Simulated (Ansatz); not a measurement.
Input and command of a calculation in Ansatz (plane waves; scalar-relativistic PAW potentials unless the input names others):

```yaml
crystal:
  lattice:
    - [-1.9998027363, 1.9998027363, 1.9998027363]
    - [1.9998027363, -1.9998027363, 1.9998027363]
    - [1.9998027363, 1.9998027363, -1.9998027363]
  atoms:
    - { symbol: Bi, position: [0.0, 0.0, 0.0] }
basis:
  ecutwfc: 500
kpoints:
  mp_grid: { grid: [16, 16, 16], kspacing: 0.3 }
hamiltonian:
  xc: r2scan
scf:
  occupations: { method: gaussian, width: 0.1 }
  max_iter: 80
output:
  forces: true
  eigenvalues: true
  stress: true
```

```bash
ansatz run input.yaml --threads 1 --pin off --max-ram 2560MiB --backend cpu --events-out ev --progress --plain --runs-dir out
```

Will this input run?

The program refuses it, because of a mesh typed together with a spacing (kpoints.mp_grid.kspacing: not typed → 0.3). Without that key it is accepted.

Abridged log:
```
Error: invalid value for `kpoints.mp_grid.kspacing`: mutually exclusive with `grid` — set one or the other
```